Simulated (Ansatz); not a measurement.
GeSe:
```xyz
2
Lattice="0.0000 2.8116 2.8116 2.8116 0.0000 2.8116 2.8116 2.8116 0.0000" Properties=species:S:1:pos:R:3 pbc="T T T"
Se     0.0000     0.0000     0.0000
Ge     2.8116     2.8116     2.8116
```

Relaxed with HSE06.

Task: Give the Bader charges and basin volumes of the independent atoms, HSE06 (plane waves, PAW; program Ansatz).

Result: 

| atom | Bader charge (e) | Bader volume (Å³) |
|---|---|---|
| Se1 | -0.79 | 26.7 |
| Ge2 | +0.79 | 17.7 |

Space group Fm-3m (rock salt). A made-up cell: these elements were put on the sites of a structure type; the Crystallography Open Database copy checked does not list it. It is not the phase usual at ambient conditions (space group No. 62). The HSE06 relaxation kept the symmetry of its start; whether a distortion lowers the energy is not shown.

Potentials: the later of the program's two PAW sets.
